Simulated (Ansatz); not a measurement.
HfSiO4:
```cif
data_Hf2O8Si2
_chemical_formula_sum 'Hf2 Si2 O8'
_space_group_name_H-M_alt 'P 1'
_space_group_IT_number 1
_cell_length_a 5.57878
_cell_length_b 5.57878
_cell_length_c 5.57878
_cell_angle_alpha 106.891
_cell_angle_beta 106.891
_cell_angle_gamma 114.765
loop_
_space_group_symop_operation_xyz
  'x, y, z'
loop_
_atom_site_label
_atom_site_type_symbol
_atom_site_fract_x
_atom_site_fract_y
_atom_site_fract_z
_atom_site_occupancy
Hf1 Hf 0.00000 0.00000 0.00000 1
Hf2 Hf 0.75000 0.25000 0.50000 1
Si1 Si 0.25000 0.75000 0.50000 1
Si2 Si 0.50000 0.50000 0.00000 1
O1 O 0.13473 0.31893 0.81581 1
O2 O 0.06893 0.75312 0.68419 1
O3 O 0.50312 0.31893 0.18419 1
O4 O 0.06893 0.38473 0.31581 1
O5 O 0.61527 0.93107 0.68419 1
O6 O 0.68107 0.86527 0.18419 1
O7 O 0.24688 0.93107 0.31581 1
O8 O 0.68107 0.49688 0.81581 1
```

Relaxed with PBE.

Which orbitals make up the states near the band edges in PBE (plane waves, PAW; program Ansatz)?

Top 1 eV of the valence band: O 2p 96 %. Bottom 1 eV of the conduction band: Hf 5d 77 %, O 2p 10 %. Projections are on Löwdin-orthogonalised atomic valence shells; empty p or d shells of many metals are not among them.

Tabulate the density of states.

States/eV per cell of 12 atoms, in 0.25 eV bins, energy from the valence-band maximum.

```csv
E (eV),total,O 2p,Hf 5d,Si 3p
-7.85,0.00,0.00,0.00,0.00
-7.60,0.06,0.04,0.00,0.00
-7.35,0.43,0.28,0.03,0.00
-7.10,1.80,1.16,0.17,0.01
-6.85,3.40,2.20,0.33,0.04
-6.60,1.95,1.28,0.16,0.02
-6.35,1.94,1.28,0.14,0.03
-6.10,2.82,1.88,0.16,0.04
-5.85,3.52,2.36,0.13,0.04
-5.60,1.10,0.77,0.10,0.09
-5.35,3.47,2.49,0.31,0.31
-5.10,8.94,6.46,0.85,0.88
-4.85,5.37,3.89,0.57,0.55
-4.60,7.20,5.39,0.70,0.69
-4.35,7.41,5.65,0.67,0.66
-4.10,3.74,2.81,0.37,0.31
-3.85,5.40,4.05,0.57,0.46
-3.60,7.94,6.23,0.80,0.50
-3.35,9.83,8.00,0.82,0.45
-3.10,7.16,5.79,0.62,0.34
-2.85,8.96,7.33,0.88,0.31
-2.60,7.71,6.39,0.85,0.17
-2.35,8.20,6.97,0.82,0.10
-2.10,10.98,9.51,0.95,0.13
-1.85,8.51,7.56,0.52,0.11
-1.60,7.47,6.72,0.42,0.09
-1.35,9.43,8.59,0.42,0.15
-1.10,12.96,12.04,0.42,0.18
-0.85,14.09,13.28,0.40,0.10
-0.60,10.74,10.30,0.20,0.05
-0.35,7.64,7.43,0.09,0.02
-0.10,1.82,1.79,0.01,0.00
0.15,0.00,0.00,0.00,0.00
0.40,0.00,0.00,0.00,0.00
0.65,0.00,0.00,0.00,0.00
0.90,0.00,0.00,0.00,0.00
1.15,0.00,0.00,0.00,0.00
1.40,0.00,0.00,0.00,0.00
1.65,0.00,0.00,0.00,0.00
1.90,0.00,0.00,0.00,0.00
2.15,0.00,0.00,0.00,0.00
2.40,0.00,0.00,0.00,0.00
2.65,0.00,0.00,0.00,0.00
2.90,0.00,0.00,0.00,0.00
3.15,0.00,0.00,0.00,0.00
3.40,0.00,0.00,0.00,0.00
3.65,0.00,0.00,0.00,0.00
3.90,0.00,0.00,0.00,0.00
4.15,0.00,0.00,0.00,0.00
4.40,0.00,0.00,0.00,0.00
4.65,0.00,0.00,0.00,0.00
4.90,0.00,0.00,0.00,0.00
5.15,0.00,0.00,0.00,0.00
5.40,4.89,0.37,3.92,0.36
5.65,7.81,0.84,6.21,0.41
5.90,3.03,0.44,2.24,0.11
6.15,4.09,0.36,3.01,0.12
6.40,10.71,0.92,7.91,0.36
6.65,7.90,0.74,5.42,0.38
6.90,6.00,0.62,3.81,0.35
7.15,5.52,0.65,3.36,0.25
7.40,5.15,0.76,2.59,0.46
7.65,7.17,1.20,4.06,0.46
7.90,6.62,1.28,3.95,0.27
8.15,2.79,0.44,1.45,0.15
8.40,2.33,0.31,1.02,0.21
8.65,3.53,0.50,1.74,0.31
8.90,4.68,0.82,2.08,0.47
9.15,3.28,0.59,1.10,0.59
9.40,8.32,1.70,1.69,2.83
9.65,7.46,1.71,1.39,2.73
9.90,7.32,1.57,1.48,2.66
10.15,2.82,0.51,0.64,0.89
```

Space group I4_1/amd. Symmetry was held in the PBE relaxation. No spin polarisation was allowed. Scalar-relativistic: spin–orbit coupling is off unless named, which matters more the heavier the elements.

Potentials: the later of the program's two PAW sets.
